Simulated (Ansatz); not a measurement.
One crystal and one scan (generalised stacking-fault energy along a line) at two levels, PBE (plane waves to 420 eV, PAW, scalar-relativistic; Ansatz, a quantum-chemistry and plane-wave program) and PBEsol (plane waves to 420 eV, PAW, scalar-relativistic; Ansatz), each from its own relaxed cell and on its own mesh. The cell shown is that of PBE.

Generalised stacking fault of CaF₂ (fluorite) on the {100} plane. The cell below holds the perfect crystal with the plane normal along z; tilting its third vector by the shift puts one fault into each cell, between planes 1.38 Å apart, at fixed cell height.

```yaml
crystal:
  lattice:
    - [3.89687, 0.00000, 0.00000]
    - [0.00000, 3.89687, 0.00000]
    - [1.94844, 1.94844, 8.26652]
  atoms:
    - { symbol: Ca, position: [0.00000, 0.00000, 0.91667] }
    - { symbol: Ca, position: [0.33333, 0.33333, 0.25000] }
    - { symbol: Ca, position: [0.66667, 0.66667, 0.58333] }
    - { symbol: F, position: [0.91667, 0.41667, 0.08333] }
    - { symbol: F, position: [0.25000, 0.75000, 0.41667] }
    - { symbol: F, position: [0.58333, 0.08333, 0.75000] }
    - { symbol: F, position: [0.41667, 0.91667, 0.08333] }
    - { symbol: F, position: [0.75000, 0.25000, 0.41667] }
    - { symbol: F, position: [0.08333, 0.58333, 0.75000] }
```

In-plane vectors a = (3.897, 0.000) Å, b = (0.000, 3.897) Å, area 15.19 Å². The shift is s times the vector a + b (length 5.511 Å), so s = 1 restores the start. Atoms relax along the normal only. γ = [E(shift) − E(0)] / area.

Energies are extrapolated to zero smearing. CaF2 was relaxed with its symmetry unable to fall. The PAW data are Ansatz's earlier set. Faults lie only 8.1 Å apart, and holding the cell height raises γ above its relaxed value. Faults lie only 8.3 Å apart, and holding the cell height raises γ above its relaxed value. Both scans cover s from 0.000 to 0.917.

γ (mJ/m²), each from zero shift of its own level:

| s | PBE | PBEsol |
|---|---|---|
| 0.000 | 0 | 0 |
| 0.083 | 181 | 215 |
| 0.167 | 468 | withheld |
| 0.250 | 689 | 787 |
| 0.333 | 824 | 911 |
| 0.417 | 862 | 916 |
| 0.500 | 849 | 879 |
| 0.583 | 862 | 916 |
| 0.667 | 824 | 911 |
| 0.750 | 689 | 787 |
| 0.833 | 468 | withheld |
| 0.917 | 181 | 215 |

Task: Estimate the PBEsol value at 0.167 from the PBE value there and the ratio of the two levels in the two nearest given rows on that side of the minimum.

Result: At 0.250 and 0.083 the ratio PBEsol/PBE averages 1.165, which gives 1.165 × 468 = 545 mJ/m². The calculation gives 547 mJ/m², +16.9 % against PBE.

(The slope of γ gives the shear force per area between the displaced halves; near zero shift its curvature is an elastic stiffness.)
